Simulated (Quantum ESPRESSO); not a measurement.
# Kohn-Sham bands of TiS$_{2}$ (C2/m, isolated units)

```xyz
3
Lattice="2.9679 -1.7135 0.0000 2.9679 1.7135 0.0000 -1.0856 0.0000 11.1934" Properties=species:S:1:pos:R:3 pbc="T T T"
Ti     0.0000     0.0000     0.0000
S      1.9788     0.0000    -1.4020
S     -1.9788     0.0000     1.4020
```

Structure: Materials Project mp-1062030, symmetrised, not relaxed again. Method: PBEsol plane waves in Quantum ESPRESSO 7.5 (PseudoDojo norm-conserving files, 68 Ry, no spin polarisation, no spin-orbit coupling), Bloch states on a 10×10×4 mesh through Γ, Wannier90 4.0.1. Density: 10×10×1 mesh, Gaussian smearing 0.01 Ry. The cell is built of weakly bound layers, chains or molecules, whose nearest atoms lie 8.56 Å apart, far more than in van der Waals crystals (3.2 to 4.2 Å): it describes nearly isolated units, such as a monolayer, not the bulk crystal. The gap is small at this level and was sampled on the meshes and a path alone.

Energies are relative to the valence-band maximum; weights are on the orthonormalised atomic waves of the pseudopotential files, averaged over the group. 24 electrons a cell are treated as valence.

| bands | from (eV) | to (eV) | filling | weight on atomic waves |
|---|---|---|---|---|
| 1 | -57.46 | -57.45 | filled | ___ |
| 2–4 | -33.88 | -33.75 | filled | ___ |
| 5–6 | -13.52 | -11.81 | filled | ___ |
| 7–12 | -5.23 | 0.00 | filled | ___ |
| 13–15 | 0.09 | 1.82 | empty | ___ |
| 16–17 | 2.80 | 4.06 | empty | ___ |

Which atomic shells make up each group?


- 1, weight on atomic waves: Ti 3s 97 %
- 2–4, weight on atomic waves: Ti 3p 99 %
- 5–6, weight on atomic waves: S 3s 84 %, Ti 4s 8 %, Ti 3d 6 %
- 7–12, weight on atomic waves: S 3p 74 %, Ti 3d 20 %
- 13–15, weight on atomic waves: Ti 3d 80 %, S 3p 17 %
- 16–17, weight on atomic waves: Ti 3d 56 %, S 3p 35 %

The Kohn-Sham gap over both meshes and the path is 0.09 eV.
